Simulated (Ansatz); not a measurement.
Level of theory: DFT PBE, scalar-relativistic, plane waves, PAW in Ansatz 0.2.0. All cells share a 420 eV cutoff and Γ-centred k meshes spaced about 0.3 Å⁻¹ or finer (0.25 for metals, 2π included). No spin polarisation.

All energies are static (0 K, no zero-point motion).

Two relaxed structures of Mg3Sn2N2:

A.

```cif
data_structure
_symmetry_space_group_name_H-M 'P-3m1'
_symmetry_Int_Tables_number 164
_cell_length_a 3.5788
_cell_length_b 3.5788
_cell_length_c 11.4383
_cell_angle_alpha 90.000
_cell_angle_beta 90.000
_cell_angle_gamma 120.000
_cell_volume 126.87
loop_
_atom_site_label
_atom_site_type_symbol
_atom_site_symmetry_multiplicity
_atom_site_Wyckoff_symbol
_atom_site_fract_x
_atom_site_fract_y
_atom_site_fract_z
_atom_site_occupancy
Mg1 Mg 2 d 0.33333 0.66667 0.58468 1
Mg2 Mg 1 a 0.00000 0.00000 0.00000 1
Sn1 Sn 2 d 0.66667 0.33333 0.79644 1
N1 N 2 d 0.33333 0.66667 0.38912 1
```

B.

```cif
data_structure
_symmetry_space_group_name_H-M 'R-3m:H'
_symmetry_Int_Tables_number 166
_cell_length_a 3.2955
_cell_length_b 3.2955
_cell_length_c 39.2924
_cell_angle_alpha 90.000
_cell_angle_beta 90.000
_cell_angle_gamma 120.000
_cell_volume 369.55
loop_
_atom_site_label
_atom_site_type_symbol
_atom_site_symmetry_multiplicity
_atom_site_Wyckoff_symbol
_atom_site_fract_x
_atom_site_fract_y
_atom_site_fract_z
_atom_site_occupancy
Mg1 Mg 3 a 0.00000 0.00000 0.00000 1
Mg2 Mg 6 c 0.00000 0.00000 0.72069 1
Sn1 Sn 6 c 0.33333 0.66667 0.79836 1
N1 N 6 c 0.66667 0.33333 0.96559 1
```

Question: Which form is favoured at zero pressure, and by what margin per atom?

Answer: B is lower, by 51 meV/atom. A has space group P-3m1 (No. 164), 18.1 Å³/atom and no gap on its mesh; B has space group R-3m (No. 166), 17.6 Å³/atom and no gap. Counting Mg or Sn atoms around N (for each partner element, those within 1.25 times its shortest distance or 1.15 times the sum of covalent radii, where it is the nearest in units of that sum or under 1.3; a plus sign parts groups by distance over the sum of covalent radii), A has N 5 and B has N 3+3. Both come from trial cells of a structure search, whose lowest cell (R-3m, 17.2 Å³/atom) lies 15 meV/atom below the lower of the two.

Cells relaxed within their symmetry can be saddle points. Some candidate types were left out of the draw beforehand, so a known form may be missing.
